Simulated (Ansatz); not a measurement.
Here is the system:

Relaxed SiC (wurtzite):

```
SiC
1.0
    3.07590     0.00000     0.00000
   -1.53795     2.66381     0.00000
    0.00000     0.00000     5.04769
Si C
2 2
Direct
  0.66667   0.33333   0.00051
  0.33333   0.66667   0.50051
  0.66667   0.33333   0.62469
  0.33333   0.66667   0.12469
```

Scan: atom 2 (Si, nearest neighbour C at 1.883 Å; its periodic images, 3.1 Å or more away, move with it) is displaced towards the nearest neighbour, direction (0.817, -0.471, 0.333) in Cartesian axes, by s. The other atoms stay.

These are PBEsol (plane waves to 420 eV, PAW, scalar-relativistic; Ansatz, a first-principles code) values and carry that method's errors. k mesh 10×10×5 (Γ-centred), Fermi-Dirac smearing 0.05 eV. The energy includes the smearing's −TS. SiC was relaxed with its symmetry unable to fall. ΔE is measured from the undisplaced structure.

The scan covers s from -0.190 to 0.190 Å in 11 points.

Question: Is the energy the same for displacements of ±0.190 Å, and if not, which side lies higher?

Answer: Not even: the positive side lies higher at ±0.190 Å. With its periodic images moving along, the atom's site symmetry in this cell is 3m..

Question: What force acts on the atom along the line at s = -0.190 Å?

Answer: 2.75 eV/Å.

Question: What is the energy change at s = 0.190 Å?

Answer: 472 meV/cell.

Question: What is the force constant k = d²E/ds² of this move at s = 0?

Answer: 20.7 eV/Å².

(A displaced cell: forces are minus the slopes of the energy, force constants its curvatures, and phonons follow from these.)
